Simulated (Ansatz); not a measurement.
A free-standing Janus 2H monolayer of CrOS, relaxed with r2SCAN in the plane-wave code Ansatz. In-plane lattice: a = 2.819 Å, b = 2.819 Å, γ = 120.0°; thickness between the outer nuclei 2.60 Å. Cr has 3 O at 1.94 Å and 3 S at 2.24 Å; O has 3 Cr at 1.94 Å; S has 3 Cr at 2.24 Å.

The axes x, y and z are those of this cell:
```
CELL_PARAMETERS angstrom
2.81907 0.00000 0.00000
-1.40953 2.44139 0.00000
0.00000 0.00000 29.43492
ATOMIC_POSITIONS crystal
Cr 0.33333 0.66667 0.31130
O 0.66667 0.33333 0.34712
S 0.66667 0.33333 0.25886
```
Periodic in the plane only; c spans the vacuum.

Unstrained: The HSE06 gap is indirect, 0.641 eV (Γ to K), below the direct gap of 1.688 eV at K. Meshes: HSE06 9×9×1. Strains are changes of length per length. After each strain the atoms were relaxed again with r2SCAN within the symmetry that the strain leaves, so tilts or polar shifts that break it weren't tested; points keep the names that they have in the unstrained zone. No spin polarisation. The prototype was imposed, so other structures may be more stable.

**Question.** Apply in-plane biaxial -5.0 %. How far does the gap move, against the unstrained cell?

**Answer.** HSE06: the gap goes from 0.641 to 1.429 eV (+0.788 eV).

The meshes of the hybrids are coarse, so their gaps aren't converged to the digits shown.
